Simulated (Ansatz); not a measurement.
LiCl:
```yaml
crystal:
  lattice:
    - [0.00000, 2.55587, 2.55587]
    - [2.55587, 0.00000, 2.55587]
    - [2.55587, 2.55587, 0.00000]
  atoms:
    - { symbol: Li, position: [0.00000, 0.00000, 0.00000] }
    - { symbol: Cl, position: [0.50000, 0.50000, 0.50000] }
```

Relaxed with r²SCAN.

**Question.** Give the Bader charges and basin volumes of the independent atoms, r²SCAN (plane waves, PAW; program Ansatz).

**Answer.** 

```
atom  Bader charge (e)  Bader volume (Å³)
----  ----------------  -----------------
Li1              +0.91                3.6
Cl2              -0.91               29.8
```

Space group Fm-3m (rock salt). Symmetry was held in the r²SCAN relaxation.

Potentials: the earlier of the program's two PAW sets. The files were generated under PBE; for other functionals the program regenerates the frozen cores, and for LDA and PBEsol the local potential too.
